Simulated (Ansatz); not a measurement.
HfTe: computed property card

HfTe:
```yaml
crystal:
  lattice:
    - [3.53111, 0.00000, 0.00000]
    - [0.00000, 3.53111, 0.00000]
    - [0.00000, 0.00000, 3.53111]
  atoms:
    - { symbol: Hf, position: [0.00000, 0.00000, 0.00000] }
    - { symbol: Te, position: [0.50000, 0.50000, 0.50000] }
```

Space group Pm-3m (No. 221), CsCl type; conventional cell a = b = c = 3.531 Å, α = β = γ = 90.00°.

Method: plane-wave PAW r²SCAN (Ansatz code). Structure relaxed to zero pressure with the same functional. Other levels are named where they apply.

**Cell and energy**

```json
{
 "volume_per_atom": "22.01 Å³",
 "density": "11.54 g/cm³",
 "Formation energy from the elements (no fitted shifts)": "-0.58 eV/atom"
}
```

**Electronic structure**

```json
{
  "electronic_character": "metallic (no gap)",
  "Density of states at the Fermi level": "0.20 states/eV per atom (mean over ±0.08 eV)",
  "Gap with spin–orbit coupling": "none (metallic)"
}
```

**Mechanics**

```json
{
 "Bulk modulus (Birch–Murnaghan fit)": "114 GPa",
 "Pressure derivative B′": "4.4",
 "Elastic constants (relaxed ions, GPa)": "C11 = 252, C12 = 45.0, C44 = 87.7",
 "mechanical_stability": "stable (all eigenvalues of C positive)",
 "hill_bulk_and_shear_moduli": "114 and 93.6 GPa",
 "Young's modulus": "220 GPa",
 "Poisson's ratio": "0.18",
 "debye_temperature_from_the_elastic_constants": "333 K"
}
```

**Charges**

```json
{
 "bader_charges": "Hf +1.20, Te -1.20 e"
}
```

The cell is a constructed one: a structure type filled with these elements; neither database checked (COD, Materials Project) lists it. Whether it is the stable phase at ambient conditions was not checked. Symmetry was held in the r²SCAN relaxation; whether a distortion lowers the energy is not shown. No spin polarisation was allowed. As this level gives no gap, shear constants depend on the k-mesh and smearing (Fermi–Dirac, 0.1 eV here). The references are the lowest solids computed at this level, not always the standard phases. Scalar-relativistic: spin–orbit coupling is off unless named, which matters more the heavier the elements.

Potentials: the earlier of the program's two PAW sets.
